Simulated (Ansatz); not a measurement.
Al3GaN4:
```
CELL_PARAMETERS angstrom
      3.13003     0.00000     0.00000
     -1.56502     2.71069     0.00000
      0.00000     0.00000    10.08187
ATOMIC_POSITIONS crystal
  Ga 0.33333 0.66667 0.00566
  N  0.33333 0.66667 0.20052
  Al 0.66667 0.33333 0.25788
  N  0.66667 0.33333 0.44644
  Al 0.33333 0.66667 0.50476
  N  0.33333 0.66667 0.69320
  Al 0.66667 0.33333 0.75127
  N  0.66667 0.33333 0.93981
```

This is the PBEsol-relaxed structure. Cartesian axes are those of the cell as given.

Task: All from plane-wave PAW PBEsol (Ansatz code), unless another level is named. Predict the bulk modulus (Birch–Murnaghan fit).

Result: 198 GPa.

Task: Next, the highest zone-centre frequency (without LO–TO term)?

Result: 806 cm⁻¹.

Task: Next, the piezoelectric stress constants (proper, relaxed ions, C/m²)?

Result: e15 = e24 = -0.34, e31 = e32 = -0.59, e33 = 1.36.

Space group P3m1. The start of the workflow was typed in or built on a structure type; neither database checked (COD, Materials Project) lists it. Whether it is the stable phase at ambient conditions was not checked. Symmetry was held in the PBEsol relaxation; whether a distortion lowers the energy is not shown. Signs of piezoelectric constants follow the polarity of the cell as given.

Potentials: the earlier of the program's two PAW sets. The files were generated under PBE; for other functionals the program regenerates the frozen cores, and for LDA and PBEsol the local potential too.
